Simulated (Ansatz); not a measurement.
Values for one crystal, relaxed and computed with DFT-r²SCAN in the program Ansatz with PAW potentials; other levels are named.

| Quantity | Result |
|---|---|
| Volume per atom | 22.64 Å³ |
| Band gap | 2.57 eV (indirect) |
| Smallest direct gap on the standard path | 3.21 eV |
| Valence-band maximum | at Γ |
| Formation energy from the elements (no fitted shifts) | -0.46 eV/atom |
| Gap with spin–orbit coupling | 2.28 eV |
| Pressure derivative B′ | 3.9 |

Task: Pick the material that matches.
A) MgS, wurtzite
B) GaGeTe, R-3m (Ga on 6c, Ge on 6c, Te on 6c)
C) BN, rock salt
D) BeTe, wurtzite

Result: D, BeTe, wurtzite

Space group P6_3mc (wurtzite). The first step of the workflow began from a Materials Project structure, measured or hypothetical; the Crystallography Open Database copy checked does not list it. COD files the formula under space group No. 216, so this cell is another polymorph or a model. Its standing as an ambient phase is unchecked. Symmetry was held in the r²SCAN relaxation; whether a distortion lowers the energy is not shown. The references are the lowest solids computed at this level, not always the standard phases. Scalar-relativistic: spin–orbit coupling is off unless named, which matters more the heavier the elements.

Potentials: the later of the program's two PAW sets.
